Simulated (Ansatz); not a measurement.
SrCuSi: strain energy, fitted

SrCuSi, P-6m2, a = 4.054 Å, c = 4.619 Å. The structure is a Materials Project entry; whether it is the stable form wasn't checked. Ansatz: PBEsol, PAW, 420 eV, Γ-centred 12×12×10 mesh on 3 atoms, Gaussian smearing 0.10 eV; no spin polarisation. Series: strain along c alone, the other axes held, atoms fixed by symmetry; x is the strain in per cent. y is the free energy over the unstrained cell, V0 = 21.908 Å³/atom.

```tsv
x (%)	y (meV/atom)
-4.5	?
-3.0	5.46
-1.5	1.37
0.0	0.00
1.5	1.35
3.0	5.40
4.5	12.16
```

Fit y = c2 x² + c3 x³ to the other rows, turn c2 into a modulus, and predict the missing energy.

Least squares on the rows shown. y = 0.6040 x² − 0.0008314 x³. In eV per unit strain² c2 is 6.040; this is C33 with relaxed ions (E = ½ C33 V0 ε²): 2 × 6.040 × 160.2 / (21.908) = 88 GPa. At x = -4.5 the fit asked for gives 12.31 meV/atom. The run gave 12.24 meV/atom, so the fit is 0.07 meV/atom too high, a small miss on the scale of the series.